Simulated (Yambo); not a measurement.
Yambo run on CdF2 (fluorite, space group Fm-3m, No. 225). The wavefunctions are norm-conserving LDA (Quantum ESPRESSO, 102 Ry, scalar-relativistic) ones on a 4×4×4 mesh (17 occupied bands); a = 3.8191 Å, b = 3.8191 Å, c = 3.8191 Å, α = 60.00°, β = 60.00°, γ = 60.00°.

Yambo input:

```
rim_cut
gw0
dyson
el_el_corr
HF_and_locXC
cohsex
em1s
RandQpts= 1000000
RandGvec= 1 Ry
EXXRLvcs= 102 Ry
VXCRLvcs= 408 Ry
Chimod= "HARTREE"
% BndsRnXs
 5 | 98 |
%
NGsBlkXs= 10 Ry
% LongDrXs
 1.0 | 1.0 | 1.0 |
%
ExtendOut
% QPkrange
 1 | 1 | 17 | 18 |
 8 | 8 | 17 | 17 |
%
```

k points by index: 1 = Γ, 8 = W.

Table of the .qp output:

```
#    K-point    Band    Eo [eV]    E [eV]    E-Eo [eV]    Vxc [eV]    Vnlxc [eV]    Sc|Eo [eV]    Re(Z)    Im(Z)
#
    1    17    -0.479888    -4.545218    -4.065330    -24.69707    -32.29162    3.529219    1.000000    0.000000
    1    18    2.795027    3.118377    0.323350    -13.13459    -8.218764    -4.592475    1.000000    0.000000
    8    17    0.000000    -3.900243    -3.900243    -24.02379    -31.50731    3.583280    1.000000    0.000000
```
(The two width columns are left out.) Convergence of these settings isn't established.

Spin-orbit coupling is not included.

Geometry of the Materials Project entry, not relaxed at this level.
